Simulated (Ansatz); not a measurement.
## Clamped-ion strain scan in Y

Theory: DFT LDA, scalar-relativistic, plane waves, PAW (Ansatz). Settings: plane waves to 420 eV, k-mesh 16×16×16 (Γ-centred), Gaussian smearing 0.15 eV. No spin polarisation. Energies are free energies at this smearing, counted from the undisturbed cell; pressure is positive in compression.

Reference structure (as given, not relaxed at this level; it stands at -1.7 GPa; this fcc form isn't the usual structure):

```yaml
crystal:
  lattice:
    - [0.00000, 2.48500, 2.48500]
    - [2.48500, 0.00000, 2.48500]
    - [2.48500, 2.48500, 0.00000]
  atoms:
    - { symbol: Y, position: [0.00000, 0.00000, 0.00000] }
```

The cell is strained by ε times the Voigt pattern (0, 0, 1, 0, 0, 0) (xx, yy, zz, yz, xz, xy; engineering shear) with fractional coordinates fixed. The cell is metallic on the mesh throughout.

```tsv
ε	ΔE (meV/atom)
-0.1500	103.1
-0.0750	10.1
0.0000	0.0
0.0375	20.3
0.1125	102.9
0.1500	161.7
```

Question: Predict the stress summed along the pattern (GPa, tension positive) at each point.

Answer:
| ε | stress summed along the pattern (GPa, tension positive) |
| --- | --- |
| -0.1500 | -9.92 |
| -0.0750 | -3.34 |
| 0.0000 | 1.74 |
| 0.0375 | 3.89 |
| 0.1125 | 7.45 |
| 0.1500 | 8.88 |